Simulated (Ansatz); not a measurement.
Here is the system:

WO3:
```yaml
crystal:
  lattice:
    - [7.38932, 0.00000, 0.00000]
    - [-3.69466, 6.39934, 0.00000]
    - [0.00000, 0.00000, 3.79952]
  atoms:
    - { symbol: W, position: [0.50000, 0.50000, 0.00000] }
    - { symbol: W, position: [0.00000, 0.50000, 0.00000] }
    - { symbol: W, position: [0.50000, 0.00000, 0.00000] }
    - { symbol: O, position: [0.21456, 0.42912, 0.00000] }
    - { symbol: O, position: [0.78544, 0.57088, 0.00000] }
    - { symbol: O, position: [0.78544, 0.21456, 0.00000] }
    - { symbol: O, position: [0.21456, 0.78544, 0.00000] }
    - { symbol: O, position: [0.57088, 0.78544, 0.00000] }
    - { symbol: O, position: [0.42912, 0.21456, 0.00000] }
    - { symbol: O, position: [0.00000, 0.50000, 0.50000] }
    - { symbol: O, position: [0.50000, 0.00000, 0.50000] }
    - { symbol: O, position: [0.50000, 0.50000, 0.50000] }
```

This is the PBEsol-relaxed structure. Cartesian axes are those of the cell as given.

Q: All from PBEsol (plane waves, PAW; program Ansatz), unless another level is named. Estimate the Debye temperature from the elastic constants.

A: 572 K.

Q: And the elastic constants (relaxed ions, GPa)?

A: C11 = 390, C12 = 91.4, C13 = 32.5, C33 = 596, C44 = 60.5.

Space group P6/mmm. The workflow started from a Materials Project entry (that database holds measured and hypothetical structures alike); the Crystallography Open Database files this formula in space group No. 191, but the cells were not matched. Whether it is the stable phase at ambient conditions was not checked. The cell was relaxed with PBEsol under the symmetry of its start; whether a distortion lowers the energy is not shown. No spin polarisation was allowed. No Hubbard U is applied. Scalar-relativistic: spin–orbit coupling is off unless named, which matters more the heavier the elements.

Potentials: the later of the program's two PAW sets.
